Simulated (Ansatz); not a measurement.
**MgTl (CsCl type): frozen-phonon scan**

Starting cell, MgTl (CsCl type):

```
MgTl
1.0
    7.12858     0.00000     0.00000
    3.56429     3.56429     0.00000
    3.56429     0.00000     3.56429
Mg Tl
2 2
Direct
  0.00000   0.00000   0.00000
  0.50000   0.00000   0.00000
  0.75000   0.50000   0.50000
  0.25000   0.50000   0.50000
```

A phonon eigenvector at R = (0.5, 0.5, 0.5) is frozen into this cell: atom i moves by Q times the vector below, so Q is the largest atomic displacement, in Å. The cell is held. It is one choice among 3 degenerate patterns. (q is in reciprocal vectors of the primitive cell; the cell shown is doubled to hold the pattern.)

```json
[
 {"atom": "Tl3", "x": "0.000", "y": "0.000", "z": "1.000"},
 {"atom": "Tl4", "x": "0.000", "y": "0.000", "z": "-1.000"}
]
```

Atoms not listed stay in place.

The numbers are results of LDA (plane waves to 420 eV, PAW, scalar-relativistic; Ansatz, an electronic-structure program), not measurements. k mesh 13×13×13 (Γ-centred), Fermi-Dirac smearing 0.05 eV. E stands for the smeared free energy. Stress and pressure are positive under compression. With partly filled bands, energies and forces of such displacements shift with the k mesh and the smearing. MgTl was relaxed with its symmetry unable to fall. Spin-orbit coupling is left out, though Tl is heavy. ΔE is measured from the undisplaced structure.

```csv
Q (Å),ΔE (meV/cell),−dE/dQ from forces (eV/Å),P (GPa)
-0.180,91,1.144,0.6
-0.150,61,0.891,0.4
-0.120,37,0.669,0.3
-0.090,20,0.472,0.2
-0.060,9,0.297,0.1
-0.030,2,0.144,0.1
0.000,0,0.000,0.0
0.030,2,-0.144,0.1
0.060,9,-0.297,0.1
0.090,20,-0.472,0.2
0.120,37,-0.669,0.3
0.150,61,-0.891,0.4
0.180,91,-1.144,0.6
```

Summary:

```
Quantity                                                                                                              Value
-----------------------------------------------------------  --------------------------------------------------------------
Energy at Q = 0.180 Å                                                                                           91 meV/cell
Space group of the distorted cell                                                      I4/mmm (No. 139), lowered from Pm-3m
Symmetry of the curve                                                                         even: the same for both signs
Shape of the curve                                           a single well with its minimum at or next to zero displacement
Harmonic wavenumber from the curvature (finite differences)                                                         56 cm⁻¹
Wavenumber by perturbation theory (DFPT, on another k mesh)                                                         55 cm⁻¹
```

(A displaced cell: forces are minus the slopes of the energy, force constants its curvatures, and phonons follow from these.)
